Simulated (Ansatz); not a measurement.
Mo (bcc, W type) is sheared across one {211} plane: the third cell vector gains the shift, so faults repeat every 7.7 Å. The cut lies between planes 1.29 Å apart; the cell height is held.

```xyz
6
Lattice="2.7373 0.0000 0.0000 0.0000 4.4700 0.0000 0.0000 0.0000 7.7423" Properties=species:S:1:pos:R:3 pbc="T T T"
Mo     0.0000     0.0000     7.0971
Mo     1.8249     2.2350     0.6452
Mo     0.9124     4.4700     1.9356
Mo     0.0000     2.2350     3.2259
Mo     1.8249     0.0000     4.5163
Mo     0.9124     2.2350     5.8067
```

In-plane vectors a = (2.737, 0.000) Å, b = (0.000, 4.470) Å, area 12.24 Å². The shift is s times the vector a (length 2.737 Å), so s = 1 restores the start. The shift is rigid: no atom relaxes. γ = [E(shift) − E(0)] / area.

Computed with PBE (plane waves to 420 eV, PAW, scalar-relativistic; Ansatz, a quantum-chemistry and plane-wave program). k mesh 14×9×5 (Γ-centred), Fermi-Dirac smearing 0.05 eV. E is the zero-smearing estimate. With partly filled bands, the k mesh leaves noise in γ, roughly 0.02 J/m² as judged from a few cases. Faults lie only 7.7 Å apart, and holding the cell height and the atoms raises γ above its relaxed value. On this mesh the relaxed cell isn't quite at rest: it carries a pressure of 0.1 GPa (compression positive) at the zero of the scan. Mo is run without spin polarisation. Mo was relaxed with its symmetry unable to fall. The PAW data are Ansatz's earlier set. γ is measured from zero shift. The last digit holds for this mesh only.

```
s      γ (J/m²)
-----  --------
0.000      0.00
0.083      0.20
0.167      0.69
0.250      1.25
0.333      1.61
0.417      1.74
0.500      1.70
0.583      1.58
0.667  withheld
0.750      1.08
0.833      0.62
0.917      0.18
```

### Question
Fit a Fourier form (three harmonics of 1 − cos and sin) to the given rows and predict γ at s = 0.667.

### Answer
Least squares on the 11 given rows: γ = (0.849)·[1 − cos(2πs)] + (0.084)·sin(2πs) + (0.156)·[1 − cos(4πs)] + (-0.040)·sin(4πs), in J/m²; root-mean-square residual 0.004 J/m². At 0.667 the fit gives 1.40 J/m²; the calculation gives 1.40 J/m², the same to the digits shown. 

(The slope of γ gives the shear force per area between the displaced halves; near zero shift its curvature is an elastic stiffness.)
